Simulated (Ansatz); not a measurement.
Total density of states per atom from PBEsol in the plane-wave PAW code Ansatz, in 0.25 eV bins, energy from the Fermi level:

(E (eV), states/eV/atom): (-7.85, 0.12); (-7.60, 0.12); (-7.35, 0.24); (-7.10, 0.47); (-6.85, 0.92); (-6.60, 0.52); (-6.35, 0.32); (-6.10, 0.40); (-5.85, 0.51); (-5.60, 0.52); (-5.35, 0.66); (-5.10, 0.92); (-4.85, 0.70); (-4.60, 0.89); (-4.35, 0.84); (-4.10, 0.54); (-3.85, 0.46); (-3.60, 0.29); (-3.35, 0.32); (-3.10, 0.42); (-2.85, 0.51); (-2.60, 0.61); (-2.35, 0.65); (-2.10, 0.57); (-1.85, 0.50); (-1.60, 0.34); (-1.35, 0.19); (-1.10, 0.21); (-0.85, 0.23); (-0.60, 0.31); (-0.35, 0.52); (-0.10, 0.48); (0.15, 0.66); (0.40, 0.81); (0.65, 1.32); (0.90, 1.27); (1.15, 0.92); (1.40, 1.11); (1.65, 0.91); (1.90, 0.59); (2.15, 0.67); (2.40, 0.87); (2.65, 0.57); (2.90, 0.70); (3.15, 0.85); (3.40, 0.48); (3.65, 0.26); (3.90, 0.38); (4.15, 0.67); (4.40, 0.49)

**Question.** Pick the material that matches.
A. Zn2SnO4, spinel
B. ZnS, NiAs type
C. TaSnS, P4/nmm (Ta on 2c, Sn on 2a, S on 2c)
D. Bi, P4/nmm (Bi on 2c)

**Answer.** C, TaSnS, P4/nmm (Ta on 2c, Sn on 2a, S on 2c). Within 0.5 eV of the Fermi level: Ta 5d 78 %, S 3p 6 %. Projections are on Löwdin-orthogonalised atomic valence shells; empty p or d shells of many metals are not among them.

The start of the workflow was typed in or built on a structure type; neither database checked (COD, Materials Project) lists it. Its standing as an ambient phase is unchecked. Symmetry was held in the PBEsol relaxation. At this level the phase is dynamically unstable (imaginary phonons). No spin polarisation was allowed. The volume moved by -21 % from the start of the relaxation. Scalar-relativistic: spin–orbit coupling is off unless named, which matters more the heavier the elements.

Potentials: the earlier of the program's two PAW sets. The files were generated under PBE; for other functionals the program regenerates the frozen cores, and for LDA and PBEsol the local potential too.
